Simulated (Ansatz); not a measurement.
SiO2:
```
SiO2
1.0
    4.92010     0.00000     0.00000
   -2.46005     4.26093     0.00000
    0.00000     0.00000     5.41571
O Si
6 3
Direct
  0.41317   0.26916   0.21553
  0.73084   0.14401   0.54886
  0.85599   0.58683   0.88220
  0.26916   0.41317   0.78447
  0.14401   0.73084   0.45114
  0.58683   0.85599   0.11780
  0.46891   0.00000   0.33333
  0.00000   0.46891   0.66667
  0.53109   0.53109   0.00000
```

Relaxed with r²SCAN.

Question: Give the Bader charges and basin volumes of the independent atoms, r²SCAN in the plane-wave PAW code Ansatz.

Answer: 

| atom | Bader charge (e) | Bader volume (Å³) |
|---|---|---|
| O1 | -1.68 | 17.6 |
| Si7 | +3.37 | 2.7 |

Space group P3_121. The r²SCAN relaxation kept the symmetry of its start.

Potentials: the later of the program's two PAW sets.
